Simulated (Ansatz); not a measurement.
Cu Kα1 powder pattern (kinematic, no thermal factors).
2θ (°) (relative intensity): 16.35 (2), 23.42 (90), 23.78 (4), 24.64 (59), 24.84 (1), 26.51 (100), 31.30 (2), 34.25 (37), 37.46 (1), 41.16 (80), 42.03 (1), 44.53 (84), 47.90 (13), 48.56 (55), 49.63 (18), 50.51 (2), 54.59 (10), 56.39 (2), 62.24 (30), 64.95 (10), 66.38 (15), 67.12 (5), 69.59 (21), 70.59 (9), 75.01 (13), 77.38 (32), 79.58 (2), 80.35 (12), 84.17 (13), 84.35 (3), 86.60 (1), 89.34 (9)

The pattern is computed from a structure relaxed with DFT PBE, scalar-relativistic, plane waves, PAW (Ansatz). No spin polarisation. Its elements are Al, Ga, Sb.

Give the structure.

AlGa$_{2}$Sb$_{3}$.
Space group P6_3mc (No. 186). a = 4.383 Å, b = 4.383 Å, c = 21.665 Å, α = 90.00°, β = 90.00°, γ = 120.00°
```json
{"atom": "Al", "site": "2b", "symmetry": "3m.", "x": "0.6667", "y": "0.3333", "z": "0.8332"}
{"atom": "Ga", "site": "2b", "symmetry": "3m.", "x": "0.6667", "y": "0.3333", "z": "0.1668"}
{"atom": "Ga", "site": "2b", "symmetry": "3m.", "x": "0.6667", "y": "0.3333", "z": "0.5004"}
{"atom": "Sb", "site": "2b", "symmetry": "3m.", "x": "0.6667", "y": "0.3333", "z": "0.2914"}
{"atom": "Sb", "site": "2b", "symmetry": "3m.", "x": "0.6667", "y": "0.3333", "z": "0.6249"}
{"atom": "Sb", "site": "2b", "symmetry": "3m.", "x": "0.6667", "y": "0.3333", "z": "0.9582"}
```

A pattern alone doesn't exclude other cells with like lines; this is the one computed.

The structure comes from a generated guess; another structure or a mixture of phases may lie lower.
